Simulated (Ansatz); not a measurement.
Ca2H3Br:
```
Ca2H3Br
1.0
    3.89325     0.00000     0.00000
   -1.94662     3.37165     0.00000
    0.00000     0.00000     6.85493
Ca H Br
2 3 1
Direct
  0.66667   0.33333   0.18502
  0.33333   0.66667   0.81498
  0.66667   0.33333   0.85117
  0.33333   0.66667   0.14883
  0.00000   0.00000   0.00000
  0.00000   0.00000   0.50000
```

Relaxed with r²SCAN.

### Question
Map the valence electron density (e/Å³), cut off at 1 on the plane through (0.667, 0.333, 0.185) spanned by u = [0, 0, 1] and v = [1, -1, 0] in lattice vectors, from the program Ansatz at the r²SCAN level (PAW).

### Answer
x is the fraction of u, y of v (the angle between them is 90°; rows are the nearest grid lines); atoms in the plane: Ca at (0.00, 0.00), Ca at (0.63, 0.67), H at (0.67, 0.00), H at (0.96, 0.67), H at (0.81, 0.33), Br at (0.32, 0.33).
```
|99999300000000000002489995311399999|
|99999200000000000001379984211399999|
|99983100000000000001123332100138999|
|99631000000000000000112211000013699|
|11000000000000000001222210000001111|
|11000000000000000013577531000011111|
|42100000000000000399999997211123554|
|74210000000000001599999999411236997|
|95210000000000001699999999511247999|
|63210000000000001499999999311135786|
|21000000000000000137999962100111222|
|10000000111111100012455321000001111|
|00000113467765321000000000111110000|
|00000135799998642100000001122111000|
|00001359996689974210000012477532100|
|00001369962149984210000013799942100|
|00001369985479974210000013599742100|
|00001258999999963100000012345421000|
|00000123578876421000000001111110000|
|10000012344443211000000000000000011|
|99631000011110000000111111100013699|
|99983100000000000001123332110138999|
|99999200000000000001379984211399999|
|99999300000000000002489995311399999|
```
Scale: ten equal steps from 0.024 (start of '0') to 1.00 (end of '9'), in the order '0123456789'; x runs from 0.000 to 1.00, y from 0.000 (bottom) to 1.00 (top).

The density is the valence pseudo-density with augmentation charge, so density and ELF within about 1 Å of a nucleus are not all-electron values.

Space group P-3m1. The workflow started from a Materials Project entry (that database holds measured and hypothetical structures alike); the Crystallography Open Database copy checked does not list it. Whether it is the stable phase at ambient conditions was not checked. The r²SCAN relaxation kept the symmetry of its start; its stability against distortions is not shown here.

Potentials: the later of the program's two PAW sets.
